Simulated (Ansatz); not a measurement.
An Ansatz (an electronic-structure program) run. Input:

Ansatz 0.2 input:
```yaml
crystal:
  lattice:
    - [3.0019010004, 0.0, 0.0]
    - [0.0, 3.0019010004, 0.0]
    - [0.0, 0.0, 3.3666352055]
  atoms:
    - { symbol: Ta, position: [0.5, 0.5, 0.5] }
    - { symbol: Ru, position: [0.0, 0.0, 0.0] }
kpoints:
  mp_grid: { grid: [20, 20, 17] }
hamiltonian:
  xc: lda
  pseudopotentials: { azcp: { folder: ./paw }, kind: paw }
scf:
  occupations: { method: fermi_dirac, width: 0.1 }
elastic: { mode: relaxed_ion, stencil: two_point, amplitude: 0.005, f_tol: 0.0005 }
```

Output (shortened):

```
Pseudopotential: Ta, paw, valence charge 13
Pseudopotential: Ru, paw, valence charge 16
Functional definition: SPW92
Crystal: 2 atoms, lattice volume = 30.338 Å³
Basis set: ecut = 420 eV, 595 PW (Γ)
Bands: 19, of which v1, the nominal top of the filled ones, is band 15 counted from 1 (14 counted from 0)
Symmetry: 16 space group operations
Space group: P4/mmm (ITA 123), of the structure as read, at distance tolerance 3.1e-5 Å
k-points: 594 of 6800
the search or the solves at the SCF's close seem to have found levels that the self-consistency loop had missed (the run counts 2) …
SCF 1 converged in 11 iterations: F = -15442.288273 eV  dr2 = 5.11e-14
Crystal: 2 atoms, lattice volume = 30.186 Å³
Basis set: ecut = 420 eV, 585 PW (Γ)
Symmetry: 8 space group operations
k-points: 1089 of 6800
SCF 2 converged in 9 iterations: F = -15442.287003 eV  dr2 = 1.25e-14
Crystal: 2 atoms, lattice volume = 30.490 Å³
SCF 3 converged in 6 iterations: F = -15442.287574 eV  dr2 = 6.50e-14
Crystal: 2 atoms, lattice volume = 30.186 Å³
Basis set: ecut = 420 eV, 587 PW (Γ)
SCF 4 converged in 9 iterations: F = -15442.287327 eV  dr2 = 1.87e-14
Crystal: 2 atoms, lattice volume = 30.490 Å³
SCF 5 converged in 7 iterations: F = -15442.287373 eV  dr2 = 6.48e-15
Crystal: 2 atoms, lattice volume = 30.338 Å³
Basis set: ecut = 420 eV, 591 PW (Γ)
Symmetry: 4 space group operations
k-points: 1881 of 6800
SCF 6 converged in 7 iterations: F = -15442.288104 eV  dr2 = 3.97e-14
Crystal: 2 atoms, lattice volume = 30.338 Å³
SCF 7 converged in 6 iterations: F = -15442.288104 eV  dr2 = 1.78e-15
Crystal: 2 atoms, lattice volume = 30.338 Å³
k-points: 999 of 6800
SCF 8 converged in 7 iterations: F = -15442.288103 eV  dr2 = 1.63e-14
Crystal: 2 atoms, lattice volume = 30.338 Å³
SCF 9 converged in 5 iterations: F = -15442.288103 eV  dr2 = 7.66e-14
SCF converged after 11 iterations
Free energy (F): -15442.288273 eV
Harris-Foulkes:  -15442.288273 eV  (|F-HF|=1.82e-12)
Internal energy: -15442.226202 eV  (E = F + TS)
E sigma→0 (E₀):  -15442.257238 eV
Entropy (-TS):   -0.062071 eV (-31.036 meV/atom)
Fermi energy:    21.907453 eV
--- Per-component energies (eV) ---
  E_band       = -156.853695
  E_kinetic    = 856.004738
  E_local      = -1882.593570  (includes V_loc(G=0)·N_el)
  E_nonlocal   = 413.937550
  E_hartree    = 651.860700
  E_xc         = -488.786048
  E_vxc        = -450.173118  (∫ρ·V_xc dr)
  E_paw        = -11440.349790  (= ΣΔE_a)
  E_vpaw       = -397.751376  (= ΣTr[D̂ρ^β])
  E_aug_tail   = 0.000671  (compensation charges beyond the density's cutoff)
  E_ewald      = -3553.131135
  E_core_change = 0.830682  (= ΣΔE_core)
  E_smearing   = -0.062071  (= −TS)
  E_closure    = 0.000000  (closes the sum)
  Σ components = -15442.288273   (vs F -15442.288273, Δ=0.00e0)
--- Forces (eV/Å), atoms counted from 1 ---
  atom   1  Ta     0.00000000     0.00000000     0.00000000
  atom   2  Ru     0.00000000     0.00000000     0.00000000
  max |Σ_I F_I| component: 0.0 eV/Å
--- Stress (GPa, compression-positive) ---
        0.289749       0.000000       0.000000
        0.000000       0.289749       0.000000
        0.000000       0.000000       0.018743
  P = ⅓ Tr σ = 0.1994 GPa (1.994 kbar)
--- Band table (eV; the first three rows and the last of 594) ---
  k-point 0: bands = ["-50.8891", "-46.3091", "-20.9706", "-20.8879", "-20.8879", "-12.7367", "-12.5690", "-12.5690", "13.0888", "15.7579", "16.0169", "19.4519", "19.4519", "20.4465", "22.3002", "23.8358", "26.4961", "26.6393", "26.6393"]
  k-point 1: bands = ["-50.8889", "-46.3092", "-20.9717", "-20.8874", "-20.8874", "-12.7444", "-12.5696", "-12.5696", "13.1587", "15.8074", "16.0509", "19.4644", "19.4644", "20.4656", "22.2146", "23.8237", "26.4268", "26.4268", "26.4537"]
  k-point 2: bands = ["-50.8882", "-46.3092", "-20.9749", "-20.8861", "-20.8861", "-12.7667", "-12.5712", "-12.5712", "13.3652", "15.9512", "16.1525", "19.5022", "19.5022", "20.5216", "21.9692", "23.7790", "25.9028", "25.9028", "26.3315"]
  k-point 593: bands = ["-50.8523", "-46.2528", "-21.0499", "-21.0499", "-20.9702", "-13.0594", "-13.0594", "-12.8508", "17.9297", "18.4090", "18.4090", "18.4868", "19.3597", "19.3597", "21.5896", "22.3288", "25.7433", "27.4189", "29.8356"]
--- Elastic constants: 4 strain directions × 2 members + reference (group order 16) ---
  dense FFT box of the reference and of every strained cell: 24×24×24
  strains applied: 11, 33, 23, 12; error gains …
  C = ∂σ_k/∂η_j (tension-positive GPa; Voigt order 11 22 33 23 13 12):
       415.608    219.697    232.916      0.000      0.000      0.000
       219.697    415.608    232.916      0.000      0.000      0.000
       232.661    232.661    389.104      0.000      0.000      0.000
         0.000      0.000      0.000     70.810      0.000      0.000
         0.000      0.000      0.000      0.000     70.810      0.000
         0.000      0.000      0.000      0.000      0.000     70.840
  reference stress σ⁰ (GPa):     -0.290     -0.290     -0.019      0.000      0.000      0.000
  moduli (Voigt/Reuss/Hill, GPa): K = 287.87/287.79/287.83   G = 78.16/76.91/77.54   E = 213.44   ν = 0.376
  mechanically stable: yes (min eigenvalue of sym C = 70.81 GPa)
  strain η (Voigt 11):  stress-route row diagonal C_11 = 415.61 GPa, energy-path curvature d²(F+E_count+ΔE)/dδ²/Ω₀ = 415.62 GPa
         δ    σ_11 (GPa)             F (eV)   n_scf  n_hpsi   n_pw
    -5.000e-3      -2.4011      -15442.2870027       9  377981    610   relax 0 steps, max|allowed force component| 0.0 eV/Å
     5.000e-3       1.7550      -15442.2875736       6  301631    614   relax 0 steps, max|allowed force component| 0.0 eV/Å
  strain η (Voigt 33):  stress-route row diagonal C_33 = 389.10 GPa, energy-path curvature d²(F+E_count+ΔE)/dδ²/Ω₀ = 389.18 GPa
         δ    σ_33 (GPa)             F (eV)   n_scf  n_hpsi   n_pw
    -5.000e-3      -1.9817      -15442.2873271       9  213141    610   relax 0 steps, max|allowed force component| 0.0 eV/Å
     5.000e-3       1.9094      -15442.2873735       7  174815    616   relax 0 steps, max|allowed force component| 0.0 eV/Å
  strain η (Voigt 23):  stress-route row diagonal C_44 = 70.81 GPa, energy-path curvature d²(F+E_count+ΔE)/dδ²/Ω₀ = 70.88 GPa
         δ    σ_23 (GPa)             F (eV)   n_scf  n_hpsi   n_pw
    -5.000e-3      -0.3541      -15442.2881036       7  573452    612   relax 0 steps, max|allowed force component| 0.00e0 eV/Å
     5.000e-3       0.3541      -15442.2881036       6  494753    612   relax 0 steps, max|allowed force component| 0.00e0 eV/Å
  strain η (Voigt 12):  stress-route row diagonal C_66 = 70.84 GPa, energy-path curvature d²(F+E_count+ΔE)/dδ²/Ω₀ = 70.98 GPa
         δ    σ_12 (GPa)             F (eV)   n_scf  n_hpsi   n_pw
    -5.000e-3      -0.3542      -15442.2881030       7  306349    611   relax 0 steps, max|allowed force component| 0.0 eV/Å
     5.000e-3       0.3542      -15442.2881030       5  265671    611   relax 0 steps, max|allowed force component| 0.0 eV/Å
```

Cost: about 5 core-minutes (a rough figure) on shared cores.

The first step of the workflow began from a Materials Project structure, measured or hypothetical; the Crystallography Open Database files this formula in space group No. 123, but the cells were not matched. Its standing as an ambient phase is unchecked. The cell was relaxed with LDA under the symmetry of its start; its stability against distortions is not shown here. No spin polarisation was allowed. As this level gives no gap, shear constants depend on the k-mesh and smearing (Fermi–Dirac, 0.1 eV here). Axis ratios of metals converge slowly with the k-mesh, so a and c are less sure than the volume. Scalar-relativistic: spin–orbit coupling is off unless named, which matters more the heavier the elements.

Potentials: the earlier of the program's two PAW sets. The files were generated under PBE; for other functionals the program regenerates the frozen cores, and for LDA and PBEsol the local potential too.

Ansatz is a plane-wave DFT program.
